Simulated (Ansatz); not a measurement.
WSe₂ in space group P6_3/mmc (No. 194; W on 2c, Se on 4f) under volume change, r²SCAN+D4 (plane waves, PAW; program Ansatz), shape and atoms relaxed at each volume.

| V (Å³/atom) | E − E(relaxed) (meV/atom) | P (GPa) |
|---|---|---|
| 18.950 | [?] | [?] |
| 19.575 | 10.9 | 3.20 |
| 20.199 | [?] | [?] |
| 20.824 | 0.0 | 0.00 |
| 21.449 | 1.8 | -0.84 |
| 22.073 | 6.0 | -1.31 |
| 22.698 | 11.6 | -1.53 |

Q: Complete the blanks.

A: 
- 20.199, E − E(relaxed) (meV/atom): 2.4
- 20.199, P (GPa): 1.31
- 18.950, E − E(relaxed) (meV/atom): 28.1
- 18.950, P (GPa): 5.74

Q: What does a third-order Birch–Murnaghan fit give for V₀, B₀ and B′?

A: V₀ = 20.83 Å³/atom, B₀ = 34.6 GPa, B′ = 13.2.

The cell was relaxed with r²SCAN+D4 under the symmetry of its start. The run is not spin-polarised. Scalar-relativistic: spin–orbit coupling is off unless named, which matters more the heavier the elements.

Potentials: the later of the program's two PAW sets.
